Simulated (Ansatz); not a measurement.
Run record: phonons of Ca (P6_3/mmc)

Method: PBEsol, all-electron LAPW in Ansatz 0.2.0, scalar-relativistic.

Cell and atoms were relaxed beforehand by PAW with this functional.

The structure is one entry of a database and needn't be the stable phase.

Launched as:

```sh
ansatz run input.yaml --threads 1 --pin off --max-ram 3072MiB --backend cpu --events-out ev --progress --plain --runs-dir out
```

Input:

```yaml
crystal:
  lattice:
    - [3.85128154537, 0.0, 0.0]
    - [-1.92564077268, 3.33530765541, 0.0]
    - [0.0, 0.0, 6.35158185032]
  atoms:
    - { symbol: Ca, position: [0.333333333333, 0.666666666667, 0.25] }
    - { symbol: Ca, position: [0.666666666667, 0.333333333333, 0.75] }
kpoints:
  mp_grid: { grid: [12, 12, 6] }
scf:
  occupations: { method: fermi_dirac, width: 0.05 }
hamiltonian:
  xc: pbesol
  pseudopotentials: { kind: all_electron, lapw: { basis_error: 0.001 } }
phonons:
  qmesh: [3, 3, 1]
  qpath:
    path:
      - [0.0, 0.0, 0.0]
      - [0.5, 0.0, 0.0]
      - [0.3333333333, 0.3333333333, 0.0]
      - [0.0, 0.0, 0.0]
      - [0.0, 0.0, 0.5]
      - [0.5, 0.0, 0.5]
      - [0.3333333333, 0.3333333333, 0.5]
      - [0.0, 0.0, 0.5]
      - [0.5, 0.0, 0.5]
    npoints: 6
  temperatures: { t_min: 0, t_max: 1000, t_step: 100 }
```

The program printed:

```
Warning: RAYON_NUM_THREADS=1 ignored (pool sized by the plan → 1); use --threads N
LAPW: plane waves up to 4.933 Å⁻¹, error target 1.0e-3 eV per atom; small_component_spin mean_spin; Ca in spheres of 1.868 Å, 10 of its electrons in bands, Dirac shells [] (how accurate: ...
Engine: ansatz 0.2.0, aarch64-unknown-linux-gnu
Pseudopotentials: kind: all_electron
Pseudopotential: Ca, LAPW, valence charge 10, lapw/all_electron/scalar/gaussian/Ca, Koelling and Harmon's equation, gaussian nucleus
Functional definition: PBEsol
  exchange = pbesol_x
  correlation = pbesol_c
Crystal: 6 atoms, lattice volume = 244.762 Å³
Basis set: ecut = 92.70297740564783 eV, 473 PW (Γ), FFT grids on a1, 2a1+a2, a3, exchange–correlation at level 2
Bands: 42, of which v1, the nominal top of the filled ones, is band 30 counted from 1 (29 counted from 0)
Symmetry: 24 space group operations
k-points: 68 of 288
Non-local potential: Ca, projectors of the file, none
Initial density: superposition of atomic densities (chi_scale 0.1, normalization cell)
Initial wavefunctions: plane waves of lowest kinetic energy (no species holds an atomic orbital)
Functional: x = pbesol(κ = 0.804, μ = 0.12345679012345678), c = pbesol(β = 0.046)
iter 1 solved again at ethr=7.40e-5 eV; its pass at ethr=1.00e-1 eV (dr2=4.44e-2 eV) is discarded
SCF iter   1: F=—  HF=-110948.123738 eV  |F-HF|=—  |Δ(HF+E_count)|=         —  Δρ=3.04e-3  dr2=4.39e-2  ethr=7.40e-5  ⟨swp⟩=7.9  Hψ=23544  notcnv=0
preconditioner: auto → Kerker (q_TF=auto, 2.158 Å⁻¹)  [metal: Δε(μ)=0.014 eV  Ē_g=2.504 eV  σ=0.050 eV  W_gap=0.07  n_scr=50 (ndim 8)  ℏωp=8.2 eV  f_vac=0.000  D(μ)=6.32/eV (n_scr^D=50)]
SCF iter   2: F=—  HF=-110948.119994 eV  |F-HF|=—  |Δ(HF+E_count)|=   3.74e-3  Δρ=2.44e-3  dr2=2.89e-2  ethr=7.31e-5  ⟨swp⟩=2.6  Hψ=9786  notcnv=0
SCF iter   3: F=—  HF=-110948.127917 eV  |F-HF|=—  |Δ(HF+E_count)|=   7.92e-3  Δρ=1.37e-3  dr2=9.80e-3  ethr=4.82e-5  ⟨swp⟩=2.0  Hψ=9216  notcnv=0
iter 4 solved again at ethr=9.87e-7 eV; its pass at ethr=1.63e-5 eV (dr2=5.92e-4 eV) is discarded
SCF iter   4: F=—  HF=-110948.128400 eV  |F-HF|=—  |Δ(HF+E_count)|=   4.84e-4  Δρ=3.24e-4  dr2=5.88e-4  ethr=9.87e-7  ⟨swp⟩=2.0  Hψ=14939  notcnv=0
SCF iter   5: F=—  HF=-110948.128397 eV  |F-HF|=—  |Δ(HF+E_count)|=   2.60e-6  Δρ=7.27e-5  dr2=2.24e-5  ethr=9.80e-7  ⟨swp⟩=2.0  Hψ=9203  notcnv=0
SCF iter   6: F=—  HF=-110948.128396 eV  |F-HF|=—  |Δ(HF+E_count)|=   1.07e-6  Δρ=2.68e-5  dr2=2.98e-6  ethr=3.73e-8  ⟨swp⟩=2.2  Hψ=9218  notcnv=0
SCF iter   7: F=—  HF=-110948.128396 eV  |F-HF|=—  |Δ(HF+E_count)|=   5.34e-8  Δρ=3.41e-6  dr2=3.93e-8  ethr=4.97e-9  ⟨swp⟩=2.0  Hψ=9203  notcnv=0
SCF iter   8: F=—  HF=-110948.128396 eV  |F-HF|=—  |Δ(HF+E_count)|=   1.87e-8  Δρ=1.09e-6  dr2=3.86e-9  ethr=6.56e-11  ⟨swp⟩=3.0  Hψ=9415  notcnv=0
SCF iter   9: F=-110948.128396 eV  HF=-110948.128396 eV  |F-HF|=1.02e-10  |Δ(HF+E_count)|=   1.14e-9  Δρ=4.57e-7  dr2=5.97e-10  ethr=6.43e-12  ⟨swp⟩=2.1  Hψ=9210  notcnv=0
SCF 1 converged in 9 iterations: F = -110948.128396 eV  dr2 = 5.97e-10
Symmetry: 2 space group operations
k-points: 86 of 288 (time reversal used)
Initial density: handed on by an earlier stage of this run
[... 51 lines left out ...]
SCF 5 converged in 9 iterations: F = -110948.128396 eV  dr2 = 3.04e-11
Symmetry: 1 space group operations
k-points: 148 of 288 (time reversal used)
iter 1 solved again at ethr=8.25e-6 eV; its pass at ethr=1.00e-1 eV (dr2=4.95e-3 eV) is discarded
SCF iter   1: F=—  HF=-110948.128335 eV  |F-HF|=—  |Δ(HF+E_count)|=         —  Δρ=1.07e-4  dr2=2.02e-4  ethr=8.25e-6  ⟨swp⟩=10.0  Hψ=58635  notcnv=0
preconditioner: auto → Kerker (q_TF=auto, 2.158 Å⁻¹)  [metal: Δε(μ)=0.008 eV  Ē_g=2.534 eV  σ=0.050 eV  W_gap=0.04  n_scr=40 (ndim 8)  ℏωp=8.2 eV  f_vac=0.000  D(μ)=6.48/eV (n_scr^D=46)]
SCF iter   2: F=—  HF=-110948.128312 eV  |F-HF|=—  |Δ(HF+E_count)|=   2.30e-5  Δρ=6.64e-5  dr2=7.73e-5  ethr=3.37e-7  ⟨swp⟩=2.0  Hψ=20040  notcnv=0
iter 3 solved again at ethr=6.08e-9 eV; its pass at ethr=1.29e-7 eV (dr2=3.65e-6 eV) is discarded
SCF iter   3: F=—  HF=-110948.128297 eV  |F-HF|=—  |Δ(HF+E_count)|=   1.42e-5  Δρ=1.44e-5  dr2=3.58e-6  ethr=6.08e-9  ⟨swp⟩=2.1  Hψ=32540  notcnv=0
SCF iter   4: F=—  HF=-110948.128297 eV  |F-HF|=—  |Δ(HF+E_count)|=   6.32e-7  Δρ=3.04e-6  dr2=1.05e-7  ethr=5.96e-9  ⟨swp⟩=3.0  Hψ=20793  notcnv=0
SCF iter   5: F=—  HF=-110948.128297 eV  |F-HF|=—  |Δ(HF+E_count)|=   1.52e-7  Δρ=1.22e-6  dr2=1.17e-8  ethr=1.74e-10  ⟨swp⟩=3.0  Hψ=21295  notcnv=0
SCF iter   6: F=—  HF=-110948.128297 eV  |F-HF|=—  |Δ(HF+E_count)|=   3.90e-9  Δρ=5.21e-7  dr2=2.38e-9  ethr=1.95e-11  ⟨swp⟩=2.0  Hψ=20040  notcnv=0
SCF iter   7: F=-110948.128297 eV  HF=-110948.128297 eV  |F-HF|=2.76e-10  |Δ(HF+E_count)|=   1.53e-9  Δρ=1.48e-7  dr2=2.13e-10  ethr=3.97e-12  ⟨swp⟩=2.4  Hψ=20135  notcnv=0
SCF 6 converged in 7 iterations: F = -110948.128297 eV  dr2 = 2.13e-10
SCF converged after 9 iterations
Free energy (F): -110948.128396 eV
Harris-Foulkes:  -110948.128396 eV  (|F-HF|=1.02e-10)
Internal energy: -110948.072398 eV  (E = F + TS)
E sigma→0 (E₀):  -110948.100397 eV
Entropy (-TS):   -0.055998 eV (-9.333 meV/atom)
Fermi energy:    5.466443 eV
--- Per-component energies (eV) ---
  E_band       = -1013.928408
  E_kinetic    = 111796.450606
  E_xc         = -5756.739918
  E_electrostatic = -216987.783087  (all electrons and nuclei)
  E_smearing   = -0.055998  (= −TS)
  E_closure    = 0.000000  (closes the sum)
  Σ components = -110948.128396   (vs F -110948.128396, Δ=0.00e0)
  Basis errors (estimates in eV, not in F): energy 3.2e-4 per atom: plane waves 3.2e-4 (1.7e-4 summed), levels above the bands 2.0e-19, relativity 6.9e-10, radial functions 3.3e-6, core shells 3.9e-10; eigenvalues (radial ...
--- Forces (eV/Å), atoms counted from 1 ---
  atom   1  Ca     0.00000000     0.00000027     0.00000000
  atom   2  Ca    -0.00000000    -0.00000027    -0.00000000
  atom   3  Ca     0.00000000     0.00000027    -0.00000000
  atom   4  Ca    -0.00000000    -0.00000027    -0.00000000
  atom   5  Ca     0.00000000     0.00000027     0.00000000
  atom   6  Ca    -0.00000000    -0.00000027    -0.00000000
  max |Σ_I F_I| component: 2.17e-19 eV/Å
--- Phonons: 4 displaced members + 2 references (amplitude of the first 0.01 Å, Σ member SCF iterations 30) ---
  ASR residual: 2.177e-5 → 0.000e0 eV/Å²; symmetrization residual: 5.480e-5 eV/Å²
  largest component of a force at the reference: 2.7e-7 eV/Å
  ASR residual per site (eV/Å²): 2.18e-5 2.18e-5
  Γ frequencies (cm⁻¹): 0.00 0.00 0.00 71.50 71.50 153.87
--- Phonons (by wavevector): 3 wavevectors in 2 supercells ---
  supercell 1 (3 cells, vectors [1, 0, 0], [0, 3, 0], [0, 0, 1] in multiples of the cell's): 3 displaced members by 0.01 Å; free energy -110948.128396 eV; taken off its force constants: by the sum rule 2.2e-5, by the ...
  symmetry images taken by strict's conditions (phonons.symmetry_images: auto; settled by no image being taken that strict refuses)
  supercell 2 (3 cells, vectors [1, -1, 0], [0, 3, 0], [0, 0, 1] in multiples of the cell's): 1 displaced member by 0.01 Å; free energy -110948.128396 eV; taken off its force constants: by the sum rule 3.3e-6, by the ...
  symmetry images taken by strict's conditions (phonons.symmetry_images: auto; settled by no image being taken that strict refuses)
  q = [0.0000, 0.0000, 0.0000] (star 1, supercell 1; hermiticity 2.77e-17, symmetrization 1.82e-6): -0.00 0.00 0.00 71.50 71.50 153.87
  q = [0.0000, 0.3333, 0.0000] (star 6, supercell 1; hermiticity 3.37e-16, symmetrization 1.04e-28): 65.48 70.97 118.10 130.12 145.85 149.37
  q = [0.3333, 0.3333, 0.0000] (star 2, supercell 2; hermiticity 3.30e-16, symmetrization 6.60e-16): 120.93 120.93 134.95 134.95 139.17 140.67
  joined force constants: q→R imaginary residual 0.00e0
  density of states and harmonic sums: on the 18×18×10 q-mesh, interpolated from the force constants of a 3×3×1 supercell (no non-analytic term)
  largest difference from the sums on the solved wave vectors: F 6.53e-2 eV, S 9.40e-5 and C_V 2.86e-5 eV/K
```

The calculation finished and met its thresholds.

**Harmonic thermodynamics**

Harmonic phonons of a crystal by Kohn-Sham DFT at the given cell, standard atomic masses, acoustic sum rule imposed; negative wavenumbers are unstable modes; sums over wave vectors interpolated from the q mesh.

- Zero point energy: 21.17 meV/atom

```csv
temperature (K),phonon heat capacity (k_B/atom),phonon entropy (k_B/atom),phonon free energy (meV/atom)
100,2.391,1.977,14.65
200,2.828,3.814,-11
300,2.922,4.982,-49.22
400,2.955,5.828,-95.96
500,2.971,6.489,-149.1
600,2.98,7.032,-207.5
700,2.985,7.492,-270.1
800,2.988,7.89,-336.4
900,2.991,8.243,-405.9
1000,2.992,8.558,-478.4
```

Phonons on the q mesh:

One row a degenerate set, branches counted upwards.

```json
{
 "Unstable phonons": "no"
}
```

| point | q a (r.l.u.) | q b (r.l.u.) | q c (r.l.u.) | branch | phonon wavenumber (cm⁻¹) | degeneracy |
| --- | --- | --- | --- | --- | --- | --- |
| Gamma | 0 | 0 | 0 | 4 | 71.5 | 2 |
| Gamma | 0 | 0 | 0 | 6 | 153.9 | 1 |
| 0.333/0/0 | 0.3333 | 0 | 0 | 1 | 65.5 | 1 |
| 0.333/0/0 | 0.3333 | 0 | 0 | 2 | 71 | 1 |
| 0.333/0/0 | 0.3333 | 0 | 0 | 3 | 118.1 | 1 |
| 0.333/0/0 | 0.3333 | 0 | 0 | 4 | 130.1 | 1 |
| 0.333/0/0 | 0.3333 | 0 | 0 | 5 | 145.8 | 1 |
| 0.333/0/0 | 0.3333 | 0 | 0 | 6 | 149.4 | 1 |
| K | 0.3333 | 0.3333 | 0 | 1 | 120.9 | 2 |
| K | 0.3333 | 0.3333 | 0 | 3 | 135 | 2 |
| K | 0.3333 | 0.3333 | 0 | 5 | 139.2 | 1 |
| K | 0.3333 | 0.3333 | 0 | 6 | 140.7 | 1 |

Zone-centre phonons:

Optical zone-centre levels upwards with Mulliken labels, activity, and the element with most of the kinetic energy.

```
Point group : 6/mmm
```

| number | phonon wavenumber (cm⁻¹) | label | infrared | raman | lead element |
| --- | --- | --- | --- | --- | --- |
| 1 | 71.5 | E2g | no | yes | Ca |
| 2 | 153.9 | B1g | no | no | Ca |

Known limits: responses of metals move with mesh and smearing; coarse q mesh; activity by symmetry alone, a metal screens infrared modes.

It took 9 min on 1 thread of Arm Neoverse V2, on a shared host, peak memory 0.92 GiB.
